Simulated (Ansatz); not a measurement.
**In4Fe: stable or not**

The cell was found from a structure generator's guess, not taken from experiment.

Method: DFT PBE, scalar-relativistic, plane waves, PAW (Ansatz). Plane waves to 420 eV, an 8×8×8 mesh through Γ for the 5-atom cell and 0.10 eV Gaussian smearing; collinear spin.

```
CELL_PARAMETERS angstrom
-3.10525 3.10525 3.10525
3.10525 -3.10525 3.10525
3.10525 3.10525 -3.10525
ATOMIC_POSITIONS crystal
In 0.00000 0.00000 0.50000
In 0.00000 0.50000 0.00000
In 0.50000 0.00000 0.00000
In 0.50000 0.50000 0.50000
Fe 0.00000 0.00000 0.00000
```

The zero of energy is the elements' standard structures at the same level; no fitted shifts are applied.

Q: These tests were run: energy against the elements; elastic tensor. What do they show?

A:

```csv
test,result
energy against the elements,+0.06 eV/atom
elastic tensor,least eigenvalue 26 GPa
```

It fails one test: energy against the elements. It may still be a metastable minimum.

Another magnetic order may lie lower. The run for the elastic tensor used an 8×8×8 k mesh and Gaussian smearing of 0.20 eV. The cell carries site moments Fe 2.0 μB.
